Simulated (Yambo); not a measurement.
BSE-type run in Yambo on LuCuS2 (space group P3m1, No. 156) under biaxial strain of -1 % along x and y, z relaxed, at zero momentum.

Quantum ESPRESSO step (PBEsol, PseudoDojo standard norm-conserving files, scalar-relativistic):
```
&CONTROL
  calculation = 'nscf'
  pseudo_dir = './pseudo'
  outdir = './out'
/
&SYSTEM
  ibrav = 0
  nat = 4
  ntyp = 3
  ecutwfc = 100.0
  ecutrho = 400.0
  occupations = 'fixed'
  force_symmorphic = .true.
  nbnd = 60
/
&ELECTRONS
  conv_thr = 4e-09
  diago_full_acc = .true.
  diago_thr_init = 1e-08
/
ATOMIC_SPECIES
S 32.0600 S.upf
Cu 63.5460 Cu.upf
Lu 174.9668 Lu.upf
CELL_PARAMETERS angstrom
  3.759355536918   0.000000000000   0.000000000000
 -1.879677768459   3.255697396829   0.000000000000
  0.000000000000   0.000000000000   6.023936223000
ATOMIC_POSITIONS crystal
S   0.666666667000   0.333333333000   0.769204405600
S   0.000000000333   0.000000000000   0.274397658900
Cu   0.666666667000   0.333333333000   0.394016597200
Lu   0.333333333667   0.666666666333   0.005391338300
K_POINTS automatic
6 6 4 0 0 0
```

Yambo input:
```
rim_cut
optics
bse
bss
dipoles
em1s
RandQpts= 1000000
RandGvec= 1 Ry
FFTGvecs= 40 Ry
Chimod= "HARTREE"
BSKmod= "SEX"
BSEmod= "resonant"
BSSmod= "hs"
BSENGexx= 15 Ry
BSENGBlk= 4 Ry
% KfnQP_E
 0.761 | 1.0 | 1.0 |
%
% BSEQptR
 1 | 1 |
%
% BSEBands
 21 | 35 |
%
% BEnRange
 0.0 | 7.6 | eV
%
% BDmRange
 0.15 | 0.15 | eV
%
BEnSteps= 152
% BLongDir
 0.0 | 0.0 | 1.0 |
%
BSHayTrs= -0.02
BSSNEig= 24
WRbsWF
% BndsRnXs
 6 | 56 |
%
NGsBlkXs= 4 Ry
% LongDrXs
 1.0 | 1.0 | 1.0 |
%
```

From the report:

The dimension is k points × valence × conduction bands = 144 × 8 × 7 = 8064.
```
  [SLEPC] Approach                          : Krylov-Schur
  [SLEPC] Number of requested eigenvalues   :  24
  [SLEPC] Number of eigenvalues        [NEV]:  24
   [K] Dimension                                    :   8064
   [K] Bands                                        :   21   35
   [K] Exchange res                                 : yes
   [K] Correlation res                              : yes
   [K] W interaction is bare                        : no
   [K] RL vectors exchange                          :   525
   [K] RL vectors correlation                       :   73
   [W] Matrix size                                  :   73
   [W] Bands                                        :    6   56
   [W] Coulomb Cutoff                               : none
   [W] Hxc Kernel                                   : HARTREE
```

The structure is a Materials Project entry; no match was found in the copy of COD used, and its stability was not checked.
